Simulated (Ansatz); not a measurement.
CdAu: reading a single point

```
CELL_PARAMETERS angstrom
4.83330 0.00000 0.00000
0.00000 3.19954 0.00000
0.00000 0.00000 4.93464
ATOMIC_POSITIONS crystal
Cd 0.25000 0.00000 0.31200
Cd 0.75000 0.00000 0.68800
Au 0.25000 0.50000 0.81200
Au 0.75000 0.50000 0.18800
```

The numbers come from plane-wave PAW DFT (Ansatz): r2SCAN, no spin polarisation, 500 eV, 7×11×7 Γ-centred k points, fermi-dirac occupations (width 0.1 eV). Nothing was relaxed.

Task: What does the stress say?

Result: The pressure is -1.5 GPa (compression positive), so with the atoms held at these fractions the cell would first shrink.

Task: Metal or insulator?

Result: It is a metal, with about 1.2 states/eV a cell as the mean within 0.25 eV of the Fermi level.

Task: Describe some of the short contacts.

Result: Cd–Au at 2.94 Å: least valence density 0.22 e/Å³ and ELF 0.18 there. Cd–Cd at 3.05 Å: least valence density 0.16 e/Å³ and ELF 0.17 there. Au–Au at 3.05 Å: least valence density 0.23 e/Å³ and ELF 0.20 there. Both are smooth PAW fields, read partly inside the augmentation spheres.

Task: How is the charge shared?

Result: Bader charges in e: Cd +0.54, Au -0.54. In the mean Cd gives up most and Au takes most.

Origin: a database entry at a rescaled volume.
